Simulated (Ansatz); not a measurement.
Strain response of P

These are results of DFT r2SCAN, scalar-relativistic, plane waves, PAW in Ansatz 0.2.0, not measurements. Settings: 500 eV cutoff, 8×1×6 k-mesh, Gaussian smearing of 0.02 eV, no spin polarisation.

Starting point, cell and atoms relaxed:

```
P
1.0
     3.29049    0.00000    0.00000
     0.00000   34.85860    0.00000
     0.00000    0.00000    4.63613
P
4
Direct
  0.00000 0.97013 0.59148
  0.00000 0.02987 0.40852
  0.50000 0.02987 0.09148
  0.50000 0.97013 0.90852
```

Deformation: all cell vectors scaled alike, the atoms relaxed, all within the symmetry that the strain leaves. Energies are extrapolated to zero smearing. Gaps are generalised Kohn–Sham gaps over the whole zone.

```
strain (%)  ΔE (meV/atom) a (Å) b (Å) c (Å) gap (eV)
      -4.5           49.7  3.142  33.290  4.428      0.56
      -3.0           21.2  3.192  33.813  4.497      0.75
      -1.5            5.1  3.241  34.336  4.567      0.93
      +0.0            0.0  3.290  34.859  4.636      1.09
      +1.5            4.7  3.340  35.381  4.706      1.24
      +3.0           18.2  3.389  35.904  4.775      1.39
      +4.5           39.3  3.439  36.427  4.845      1.27
```

Q: What stiffness (1/V) d²E/dε² at zero strain does a cubic fit over all points give?

A: A cubic fit gives (1/V) d²E/dε² = 53 GPa at zero strain (nine times the bulk modulus at fixed shape).

Q: How fast does the gap move with strain on either side?

A: 107 meV per percent on the compressed side and 101 meV per percent on the stretched side; it is indirect at -1.5 %, indirect at zero and indirect at +1.5 %.

This form isn't the element's structure at ambient conditions.

Cost: 7 runs of about 10 core-minutes in all, on Arm Neoverse V2 (shared hosts).